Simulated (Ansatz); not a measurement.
input.yaml

```yaml
crystal:
  lattice:
    - [2.9826244074, 0.0, 0.0]
    - [0.0, 2.9826244074, 0.0]
    - [0.0, 0.0, 26.9304976294]
  atoms:
    - { symbol: Ru, position: [0.5, 0.5, 0.2784946681] }
    - { symbol: Al, position: [0.0, 0.0, 0.3338710011] }
    - { symbol: Ru, position: [0.5, 0.5, 0.3892473341] }
    - { symbol: Al, position: [0.0, 0.0, 0.444623667] }
    - { symbol: Ru, position: [0.5, 0.5, 0.5] }
    - { symbol: Al, position: [0.0, 0.0, 0.555376333] }
    - { symbol: Ru, position: [0.5, 0.5, 0.6107526659] }
    - { symbol: Al, position: [0.0, 0.0, 0.6661289989] }
    - { symbol: Ru, position: [0.5, 0.5, 0.7215053319] }
basis:
  ecutwfc: 500
kpoints:
  mp_grid: { grid: [12, 12, 1] }
hamiltonian:
  xc: r2scan
scf:
  occupations: { method: gaussian, width: 0.1 }
output:
  forces: true
  stress: true
  eigenvalues: true
  write_density: true
  write_potential: true
  elf: true
  volumetric_format: npy
efield:
  axis: 3
  dipole_correction: true
  ramp_width: 0.04
```

Command:
```bash
ansatz run input.yaml --threads 2 --pin off --max-ram 5120MiB --backend cpu --events-out ev --progress --plain --runs-dir out
```

Theory: Ansatz 0.2.0, DFT r2SCAN, scalar-relativistic, plane waves, PAW.

Part of what the program printed, abridged:

```
Pseudopotentials: kind: paw
Pseudopotential: Ru, paw, valence charge 16, recommended cutoff 500 eV (meta_gga)
Pseudopotential: Al, paw, valence charge 3, recommended cutoff 500 eV (meta_gga)
Functional definition: r2SCAN
Crystal: 9 atoms, lattice volume = 239.575 Å³
Basis set: ecut = 500 eV, 6139 PW (Γ), exchange–correlation on 96×96×800 points (64 copies of the dense FFT grid, shifted against one another)
Bands: 56, of which v1, the nominal top of the filled ones, is band 46 counted from 1 (45 counted from 0)
Symmetry: 8 space group operations
k-points: 28 of 144
Initial density: superposition of atomic densities (neutral atoms: chi_scale 0, normalization atom), corrected by the library's trained network
Initial wavefunctions: pseudopotential atomic-orbital guess
Functional: x = r2scan, c = r2scan; τ floored in thin density (d = 2e-4 eV/Å³)
SCF iter   1: F=—  HF=-31616.533563 eV  |F-HF|=—  |Δ(HF+E_count)|=         —  Δρ=7.06e-3  dr2=1.93e-1  dr2_τ=1.02e-1  ethr=1.77e-3  p=0.000 e·Å  D=8.42e-14 V/Å  ΔV_dip= 0.00 eV  dr2_dipole=1.32e-6  V_vac-E_F(+/−)=4.39/4.39 eV  ⟨swp⟩=9.5  Hψ=7600  notcnv=0  defer=5
efield: sawtooth ramp at fractional position 0.9800 (placed from the atoms, in the widest stretch of the axis that holds none; the zero of the levels goes with the place), width 0.0400; the density the first Hamiltonian is built on has a dipole p = 0.000 e·Å; the dipole correction subtracts the counter field D = 8.42e-14 V/Å, which shifts the + side's vacuum level by  0.00 eV against the − side's; the planar-averaged density in the ramp window peaks in size at 1.5e-4 e/Å³
SCF iter   2: F=—  HF=-31616.611701 eV  |F-HF|=—  |Δ(HF+E_count)|=   7.81e-2  Δρ=2.81e-3  dr2=2.05e-2  dr2_τ=3.45e-3  ethr=2.10e-4  p= 0.000 e·Å  D=-1.22e-5 V/Å  ΔV_dip=0.00 eV  dr2_dipole=7.51e-7  V_vac-E_F(+/−)=4.23/4.23 eV  ⟨swp⟩=3.0  Hψ=3305  notcnv=0  defer=74
SCF iter   3: F=—  HF=-31616.611024 eV  |F-HF|=—  |Δ(HF+E_count)|=   6.77e-4  Δρ=1.47e-3  dr2=6.39e-3  dr2_τ=1.00e-3  ethr=2.22e-5  p= 0.000 e·Å  D=-5.05e-6 V/Å  ΔV_dip=0.00 eV  dr2_dipole=8.22e-9  V_vac-E_F(+/−)=4.21/4.21 eV  ⟨swp⟩=3.5  Hψ=3608  notcnv=0  defer=74
SCF iter   4: F=—  HF=-31616.610061 eV  |F-HF|=—  |Δ(HF+E_count)|=   9.64e-4  Δρ=1.61e-4  dr2=1.39e-4  dr2_τ=1.00e-5  ethr=6.95e-6  p= 0.000 e·Å  D=-2.68e-6 V/Å  ΔV_dip=0.00 eV  dr2_dipole=7.66e-9  V_vac-E_F(+/−)=4.21/4.21 eV  ⟨swp⟩=2.1  Hψ=2212  notcnv=0  defer=74
SCF iter   5: F=—  HF=-31616.610105 eV  |F-HF|=—  |Δ(HF+E_count)|=   4.41e-5  Δρ=7.12e-5  dr2=1.39e-5  dr2_τ=2.07e-6  ethr=1.51e-7  p= 0.000 e·Å  D=-1.88e-6 V/Å  ΔV_dip=0.00 eV  dr2_dipole=8.08e-10  V_vac-E_F(+/−)=4.21/4.21 eV  ⟨swp⟩=2.5  Hψ=2751  notcnv=0  defer=74
SCF iter   6: F=—  HF=-31616.610030 eV  |F-HF|=—  |Δ(HF+E_count)|=   7.44e-5  Δρ=2.74e-5  dr2=3.94e-6  dr2_τ=1.88e-7  ethr=1.51e-8  p= 0.000 e·Å  D=-7.12e-7 V/Å  ΔV_dip=0.00 eV  dr2_dipole=7.07e-11  V_vac-E_F(+/−)=4.20/4.20 eV  ⟨swp⟩=2.7  Hψ=3017  notcnv=0  defer=74
SCF iter   7: F=—  HF=-31616.610032 eV  |F-HF|=—  |Δ(HF+E_count)|=   1.70e-6  Δρ=9.97e-6  dr2=3.48e-7  dr2_τ=2.07e-8  ethr=4.28e-9  p= 0.000 e·Å  D=-2.53e-7 V/Å  ΔV_dip=0.00 eV  dr2_dipole=7.46e-12  V_vac-E_F(+/−)=4.20/4.20 eV  ⟨swp⟩=2.1  Hψ=2248  notcnv=0  defer=74
SCF iter   8: F=-31616.610032 eV  HF=-31616.610032 eV  |F-HF|=3.10e-9  |Δ(HF+E_count)|=   3.01e-7  Δρ=4.86e-6  dr2=6.32e-8  dr2_τ=3.59e-9  ethr=1.09e-10  p= 0.000 e·Å  D=-8.14e-8 V/Å  ΔV_dip=0.00 eV  dr2_dipole=4.44e-13  V_vac-E_F(+/−)=4.20/4.20 eV  ⟨swp⟩=24.9  Hψ=14575  notcnv=0
the search or the solves at the SCF's close seem to have found levels that the self-consistency loop had missed (the run counts 1). By its estimate they hold under 1e-12 electrons; where the run keeps them, the occupations were computed again with them
SCF 1 converged in 8 iterations: F = -31616.610032 eV  dr2 = 6.32e-8
WARN: The output density's exchange-correlation potential varies sharply where the density is thin. Do not read a vacuum level from v_tot or v_xc, or from such a field of the output density. On a cell that repeats whose density bears no net charge and no dipole along the vacuum's axis use v_es (v_loc + v_h of the components); under efield.dipole_correction with no amplitude use v_es + v_field, which holds any external_charges[].barrier, or the levels of the report's work_function block, which leave it out; under a non-zero efield.amplitude the vacuum is tilted and has no level; on a cell that repeats and bears such a dipole with no correction it is tilted too, and efield.dipole_correction wi ...
SCF converged after 8 iterations
Free energy (F): -31616.610032 eV
Harris-Foulkes:  -31616.610032 eV  (|F-HF|=3.10e-9)
Internal energy: -31616.556895 eV  (E = F + TS)
E sigma→0 (E₀):  -31616.583464 eV
Entropy (-TS):   -0.053137 eV (-5.904 meV/atom)
Fermi energy:    6.388132 eV
Dipole field:    D = 0.000001 V/Å  (p = 0.000001 e·Å, saw-weighted, corrected)
Work function:   Φ+ = 4.2025 eV   Φ− = 4.2025 eV
Levels:          The Fermi level and band energies are counted from a zero that moves with the ramp; work functions are not
--- Per-component energies (eV) ---
  E_band       = -1590.589104
  E_kinetic    = 2682.640639
  E_local      = -93774.790427  (includes V_loc(G=0)·N_el)
  E_nonlocal   = 1764.052794
  E_hartree    = 45132.934041
  E_xc         = -1069.579191
  E_vxc        = -1463.601702  (∫ρ·V_xc dr)
  E_paw        = -19293.900859  (= ΣΔE_a)
  E_vpaw       = -1165.858256  (= ΣTr[D̂ρ^β])
  E_aug_tail   = 0.000461  (compensation charges beyond the density's cutoff)
  E_vtau       = 101.115420  (kinetic-family band-sum trace: ∫τ·v_τ [+ j·A + Jᵃ·Aᵃ] dr)
  E_efield     = 0.000000  (sawtooth field / dipole correction)
  E_vefield    = 0.000000  (∫n·V_field dr)
  E_ewald      = 32943.880858
  E_core_change = -1.795210  (= ΣΔE_core)
  E_smearing   = -0.053137  (= −TS)
--- Forces (eV/Å), atoms counted from 1 ---
  atom   1  Ru     0.00000000     0.00000000     0.61419177
  atom   2  Al     0.00000000     0.00000000    -0.17191499
  atom   3  Ru     0.00000000     0.00000000    -0.41006246
  atom   4  Al     0.00000000     0.00000000     0.13711548
  atom   5  Ru     0.00000000     0.00000000    -0.00000022
  atom   6  Al     0.00000000     0.00000000    -0.13711636
  atom   7  Ru     0.00000000     0.00000000     0.41006253
  atom   8  Al     0.00000000     0.00000000     0.17191626
  atom   9  Ru     0.00000000     0.00000000    -0.61419146
--- Stress (GPa, compression-positive) ---
       -4.221776       0.000000       0.000000
        0.000000      -4.221776       0.000000
        0.000000       0.000000      -2.508055
  P = ⅓ Tr σ = -3.6505 GPa (-36.505 kbar)
--- Band table (eV; the first three rows and the last of 28) ---
  k-point 0: bands = ["-67.5921", "-67.5916", "-67.5443", "-67.5443", "-67.5054", "-36.9812", "-36.9473", "-36.8139", "-36.7905", "-36.7477", "-36.7354", "-36.7354", "-36.7347", "-36.7347", "-36.6850", "-36.6850", "-36.6850", "-36.6850", "-36.6620", "-36.6620", "-3.5874", "-2.9329", "-1.8575", "-0.4985", "0.6641", "2.1103", "2.6822", "2.7362", "2.9450", "3.1191", "3.1209", "3.2964", "3.6110", "3.6554", "4.7851", "4.7851", "5.1582", "5.1582", "5.7734", "5.7734", "6.2981", "6.2981", "6.3808", "6.3851", "6.5317", "6.5317", "6.5751", "6.6331", "6.7784", "7.0385", "7.0395", "9.0552", "9.6130", "10.2706", "10.9761", "11.0327"]
  k-point 1: bands = ["-67.5908", "-67.5904", "-67.5431", "-67.5431", "-67.5042", "-36.9792", "-36.9455", "-36.8124", "-36.7891", "-36.7512", "-36.7505", "-36.7462", "-36.7340", "-36.7333", "-36.6998", "-36.6997", "-36.6838", "-36.6838", "-36.6776", "-36.6606", "-3.4481", "-2.8014", "-1.7432", "-0.4231", "0.8098", "2.1544", "2.7350", "2.7827", "2.9879", "3.1663", "3.1832", "3.3579", "3.6775", "3.7332", "4.7302", "4.8118", "4.9806", "5.1815", "5.5238", "5.7876", "6.0345", "6.2874", "6.2949", "6.4344", "6.4837", "6.5464", "6.6327", "6.6415", "6.6439", "6.9255", "6.9263", "9.0950", "9.7347", "10.4053", "11.1270", "11.1711"]
  k-point 2: bands = ["-67.5875", "-67.5870", "-67.5399", "-67.5399", "-67.5009", "-36.9738", "-36.9406", "-36.8084", "-36.7945", "-36.7931", "-36.7851", "-36.7425", "-36.7398", "-36.7397", "-36.7302", "-36.7295", "-36.7203", "-36.6804", "-36.6804", "-36.6568", "-3.0398", "-2.4183", "-1.4181", "-0.2358", "1.2216", "2.2751", "2.8616", "2.8713", "3.0508", "3.1812", "3.3465", "3.5969", "3.8986", "3.9714", "4.6425", "4.6878", "4.8863", "5.1004", "5.2455", "5.6138", "5.8033", "5.8963", "5.9750", "6.1357", "6.2661", "6.3723", "6.5660", "6.6422", "6.6558", "6.9845", "6.9987", "9.1847", "10.0019", "10.7347", "11.2330", "11.4809"]
  k-point 27: bands = ["-67.5562", "-67.5557", "-67.5099", "-67.5099", "-67.4696", "-36.9391", "-36.9391", "-36.9379", "-36.9379", "-36.9262", "-36.8958", "-36.8776", "-36.8776", "-36.8775", "-36.8775", "-36.8644", "-36.8644", "-36.7686", "-36.7489", "-36.7052", "0.1751", "0.5373", "1.1077", "1.5724", "1.5724", "2.0400", "2.0400", "2.2941", "2.3182", "2.8363", "2.8363", "3.4530", "3.8196", "3.8196", "4.2188", "5.1016", "5.1016", "5.4102", "6.3443", "6.3443", "6.7481", "7.7877", "7.7877", "7.8575", "8.1108", "8.1229", "8.1892", "8.1956", "8.2181", "9.2914", "9.2914", "10.0831", "10.7598", "10.7598", "11.1386", "11.1462"]
```

The run converged.

It took 24 s on 2 threads of Intel(R) Xeon(R) 6975P-C (Granite Rapids) (shared host), peak memory 1.1 GiB.